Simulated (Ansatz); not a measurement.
PtS2:
```
CELL_PARAMETERS angstrom
      3.52731     0.00000     0.00000
     -1.76365     3.05474     0.00000
      0.00000     0.00000    31.00000
ATOMIC_POSITIONS crystal
  S  0.66667 0.33333 0.54013
  Pt 0.00000 0.00000 0.50000
  S  0.33333 0.66667 0.45987
```
The layer is periodic in x and y and isolated along z.

Relaxed with r²SCAN+D4.

Problem. All from plane-wave PAW r²SCAN+D4 (Ansatz code), unless another level is named. Give the electron effective mass, in the valley on the Γ–M line, 47 % of the way from Γ.

Solution. 0.67 along x, 0.27 along y (mₑ).

Problem. Predict the ionisation potential (Kohn–Sham).

Solution. 6.66 eV.

Problem. Give the hole effective mass with spin–orbit coupling, in the valley on the K–Γ line, 73 % of the way from K.

Solution. 3.7 along x, 1.6 along y (mₑ).

Problem. And the hole effective mass, in the valley on the K–Γ line, 48 % of the way from K?

Solution. 0.66 along x, 0.92 along y (mₑ).

Space group P-3m1 (1T). A layer that has been made, often on a substrate. Symmetry was held in the r²SCAN+D4 relaxation; its stability against distortions is not shown here. No spin polarisation was allowed. Scalar-relativistic: spin–orbit coupling is off unless named, which matters more the heavier the elements.

Potentials: the later of the program's two PAW sets.

Edges and masses are those of Kohn–Sham bands, whose gap is no quasiparticle gap.
